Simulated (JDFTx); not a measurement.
System: WSi2(001) (I4/mmm bulk; lattice of mp-1620, not re-optimised at this level), 1x1 cell of 6 atoms in 6 planes (Si outermost, slab composition W2Si4), area 10.33 Å² a face, 6.5 Å between the outermost planes in a cell 22.5 Å high; k mesh 6×6×1, Fermi width 0.01 Ha, no spin polarisation. Whether this polymorph is the ambient one wasn't checked.

Profiles through the double layer of this slab, charged, in SCCS (g09 parameters), water, 2 M KCl; PBE, GBRV ultrasoft potentials, plane waves to 20/100 Ha, a modified build of JDFTx. z is the height above the outermost atoms, φ the plane-averaged electrostatic potential energy of an electron (zero in the bulk liquid), ρ_b the bound charge of solvent and ions, s the cavity shape function (0 in the solid, 1 in the liquid).

| z (Å) | n (e/Å³) | s | φ (eV) | ρ_b (10⁻³ e/Å³) |
|---|---|---|---|---|
| 0.96 | 0.1002 | 0.00 | -1.189 | 0.00 |
| 1.43 | 0.0354 | 0.00 | -0.458 | 0.08 |
| 1.90 | 0.0108 | 0.00 | -0.022 | 1.39 |
| 2.37 | 0.0032 | 0.12 | 0.016 | 2.47 |
| 2.84 | 0.0009 | 0.89 | 0.011 | 1.15 |
| 3.31 | 0.0003 | 1.00 | 0.009 | 0.34 |
| 3.78 | 0.0001 | 1.00 | 0.008 | 0.11 |
| 4.24 | 0.0000 | 1.00 | 0.006 | 0.04 |
| 4.71 | 0.0000 | 1.00 | 0.005 | 0.02 |
| 5.18 | 0.0000 | 1.00 | 0.004 | 0.01 |
| 5.65 | 0.0000 | 1.00 | 0.003 | 0.00 |
| 6.12 | 0.0000 | 1.00 | 0.003 | 0.00 |
| 6.59 | 0.0000 | 1.00 | 0.002 | 0.00 |
| 7.06 | 0.0000 | 1.00 | 0.002 | 0.00 |
| 7.53 | 0.0000 | 1.00 | 0.001 | 0.00 |

### Question
Is the electrode positively or negatively charged, and roughly by how much?

### Answer
Negatively: σ = -4.2 μC/cm² per face. The liquid's bound charge is of the opposite sign overall, and far from the surface φ decays with the screening length (2.1 Å).
